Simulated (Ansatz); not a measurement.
Input:

SnS2:
```cif
data_S2Sn
_chemical_formula_sum 'Sn1 S2'
_space_group_name_H-M_alt 'P-3m1'
_space_group_IT_number 164
_space_group_name_Hall '-P 3 2"'
_cell_length_a 3.63224
_cell_length_b 3.63224
_cell_length_c 5.70059
_cell_angle_alpha 90.000
_cell_angle_beta 90.000
_cell_angle_gamma 120.000
loop_
_atom_site_label
_atom_site_type_symbol
_atom_site_symmetry_multiplicity
_atom_site_Wyckoff_symbol
_atom_site_fract_x
_atom_site_fract_y
_atom_site_fract_z
_atom_site_occupancy
Sn1 Sn 1 a 0.00000 0.00000 0.00000 1
S1 S 2 d 0.33333 0.66667 0.25735 1
```

This is the LDA-relaxed structure.

### Question
All from plane-wave PAW LDA (Ansatz code), unless another level is named. Estimate the smallest direct gap on the standard path.

### Answer
1.57 eV.

### Question
What about the HSE06 gap on the LDA cell?

### Answer
2.08 eV.

### Question
And the electron effective mass?

### Answer
0.22, 0.36, 0.72 mₑ (principal values).

### Question
Predict the band gap.

### Answer
1.02 eV (indirect).

### Question
Next, the weight of the valence-edge state by species (Voronoi cells)?

### Answer
S 93 %, Sn 7 %.

Symmetry was held in the LDA relaxation. A crystal of weakly bound layers computed without a dispersion correction: the cell and the soft elastic constants depend strongly on that. Spin–orbit coupling is left out wherever it is not named.

Potentials: the later of the program's two PAW sets.
